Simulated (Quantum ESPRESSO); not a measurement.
## InAl2GaAs4 (a curve over one atom's position)

Computed values, not a measurement. The program is pw.x of Quantum ESPRESSO 7.5 (plane-wave density functional theory). The cell is made up: 8 atoms on a zincblende/diamond lattice, with randomly drawn elements, strain and displacements, not relaxed. PseudoDojo standard norm-conserving files (v0.5 for PBE, v0.4.1 for LDA and PBEsol) set the functional; there is no spin polarisation, spin-orbit coupling or dispersion term, and the masses in the input are unused placeholders.

Seven runs move atom 4 (Ga, counted in the order of the input) along x and keep all else fixed.

Input of the run at +0.0417:

```
&control calculation='scf', pseudo_dir='./dojo.nc.sr.pbe.v0_5.standard.upf', outdir='./o', disk_io='medium', tprnfor=.true., tstress=.true. /
&system ibrav=0, nat=8, ntyp=4, nbnd=52, ecutwfc=84.00895049, nosym=.true., tot_charge=0,
 occupations='smearing', smearing='fd', degauss=0.0018374661
/
&electrons conv_thr=7.350e-09, electron_maxstep=60, /
ATOMIC_SPECIES
Al 1.0 Al.upf
As 1.0 As.upf
Ga 1.0 Ga.upf
In 1.0 In.upf
CELL_PARAMETERS angstrom
5.791 0.0096 0.0083
0.0096 5.6131 0.0063
0.0083 0.0063 5.6633
ATOMIC_POSITIONS angstrom
In 0.0131 -0.0228 0.0288
Al -0.0115 2.7965 2.8066
Al 2.911 0.0293 2.8234
Ga 2.9105 2.9115 0.0644
As 1.3805 1.3468 1.4043
As 1.5252 4.1436 4.2744
As 4.3128 1.4389 4.1988
As 4.2652 4.2282 1.3943
K_POINTS automatic
4 4 4 1 1 1
```

| shift of atom 4 along x (Å) | free energy less that of the input shown (eV) | Fx on atom 4 (eV/Å) | Fy on atom 4 (eV/Å) | Fz on atom 4 (eV/Å) | pressure (GPa) | iterations |
| --- | --- | --- | --- | --- | --- | --- |
| -0.0858 | 0.0320 | 0.924 | -1.698 | 0.164 | 7.11 | 10 |
| -0.0742 | 0.0220 | 0.802 | -1.697 | 0.107 | 7.09 | 10 |
| -0.0505 | 0.0059 | 0.553 | -1.698 | -0.010 | 7.06 | 10 |
| +0.0417 | 0.0000 | -0.425 | -1.742 | -0.462 | 7.03 | 10 |
| +0.0509 | 0.0044 | -0.522 | -1.750 | -0.507 | 7.04 | 10 |
| +0.0613 | 0.0104 | -0.632 | -1.760 | -0.558 | 7.05 | 10 |
| +0.0885 | 0.0314 | -0.919 | -1.790 | -0.692 | 7.08 | 10 |

A cubic fit gives dFx/dx = -10.61 eV/Å² at zero shift. Across the table the free energy follows the integral of the force to within 0.1 meV. A rerun of one of the cells at 1437 eV and a 6 x 6 x 6 mesh moved values by no more than 0.011 eV in energy, 0.02 GPa in stress and 0.002 eV/Å in force.